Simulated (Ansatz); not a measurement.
## ZnS, one structure, two calculations

Cell: a Materials Project structure (computed, not necessarily an observed phase).

```yaml
crystal:
  lattice:
    - [3.80867, 0.00000, 0.00000]
    - [-1.90433, 3.29840, 0.00000]
    - [0.00000, 0.00000, 62.26385]
  atoms:
    - { symbol: Zn, position: [0.00000, 0.00000, 0.40000] }
    - { symbol: Zn, position: [0.33333, 0.66667, 0.44998] }
    - { symbol: Zn, position: [0.66667, 0.33333, 0.20002] }
    - { symbol: Zn, position: [0.66667, 0.33333, 0.65000] }
    - { symbol: Zn, position: [0.33333, 0.66667, 0.70002] }
    - { symbol: Zn, position: [0.00000, 0.00000, 0.60001] }
    - { symbol: Zn, position: [0.66667, 0.33333, 0.94998] }
    - { symbol: Zn, position: [0.00000, 0.00000, 0.10001] }
    - { symbol: Zn, position: [0.66667, 0.33333, 0.35002] }
    - { symbol: Zn, position: [0.66667, 0.33333, 0.05005] }
    - { symbol: Zn, position: [0.00000, 0.00000, 0.90000] }
    - { symbol: Zn, position: [0.33333, 0.66667, 0.55005] }
    - { symbol: Zn, position: [0.00000, 0.00000, 0.25000] }
    - { symbol: Zn, position: [0.33333, 0.66667, 0.85002] }
    - { symbol: Zn, position: [0.00000, 0.00000, 0.75000] }
    - { symbol: Zn, position: [0.66667, 0.33333, 0.50002] }
    - { symbol: Zn, position: [0.33333, 0.66667, 0.15000] }
    - { symbol: Zn, position: [0.66667, 0.33333, 0.80001] }
    - { symbol: Zn, position: [0.33333, 0.66667, 0.30001] }
    - { symbol: Zn, position: [0.33333, 0.66667, 0.00002] }
    - { symbol: S, position: [0.66667, 0.33333, 0.23749] }
    - { symbol: S, position: [0.66667, 0.33333, 0.83749] }
    - { symbol: S, position: [0.33333, 0.66667, 0.88749] }
    - { symbol: S, position: [0.33333, 0.66667, 0.33749] }
    - { symbol: S, position: [0.00000, 0.00000, 0.78749] }
    - { symbol: S, position: [0.66667, 0.33333, 0.08750] }
    - { symbol: S, position: [0.33333, 0.66667, 0.48744] }
    - { symbol: S, position: [0.00000, 0.00000, 0.28749] }
    - { symbol: S, position: [0.00000, 0.00000, 0.13749] }
    - { symbol: S, position: [0.66667, 0.33333, 0.68749] }
    - { symbol: S, position: [0.33333, 0.66667, 0.03753] }
    - { symbol: S, position: [0.66667, 0.33333, 0.98744] }
    - { symbol: S, position: [0.66667, 0.33333, 0.53753] }
    - { symbol: S, position: [0.66667, 0.33333, 0.38749] }
    - { symbol: S, position: [0.33333, 0.66667, 0.73749] }
    - { symbol: S, position: [0.33333, 0.66667, 0.18749] }
    - { symbol: S, position: [0.00000, 0.00000, 0.63749] }
    - { symbol: S, position: [0.33333, 0.66667, 0.58750] }
    - { symbol: S, position: [0.00000, 0.00000, 0.93748] }
    - { symbol: S, position: [0.00000, 0.00000, 0.43748] }
```

Atom numbers follow the list; atoms alike are taken as one site, whose name carries the number of the first.

First run. All values are calculated (Ansatz; DFT, PBE, plane waves and PAW, scalar-relativistic, 420 eV cutoff, Γ-centred 8×8×1 k-points, Fermi–Dirac smearing 0.02 eV), not measured.

```
site  atom  V_zz (10²¹ V/m²)     η
Zn10    10             0.028  0.00
Zn16    16             -0.11  0.00
 S21    21             0.039  0.00
 S22    22             0.052  0.00
 S25    25             0.046  0.00
 S26    26             0.036  0.00
 S27    27              0.11  0.00
 S29    29             0.042  0.00
 S31    31              0.20  0.00
 S39    39             0.033  0.00
```

Second run. The same atoms and settings, except that the functional is r2SCAN and the cutoff is 500 eV.

Problem. Given the first result, estimate the second.

Solution. 

```csv
site,atom,V_zz,η,change of V_zz
Zn10,10,0.023,0.00,0.00
Zn16,16,-0.099,0.00,+0.01
S21,21,0.036,0.00,0.00
S22,22,0.048,0.00,0.00
S25,25,0.042,0.00,0.00
S26,26,0.032,0.00,0.00
S27,27,0.092,0.00,-0.02
S29,29,0.039,0.00,0.00
S31,31,0.21,0.00,+0.01
S39,39,0.030,0.00,0.00
```

No V_zz moves by more than 0.02. Sites with |V_zz| of 0.02 or less aren't listed.

For the second run: With these PAW files V_zz is typically within 2 to 3 % of all-electron values, but misses above 10 % occur on Zn.
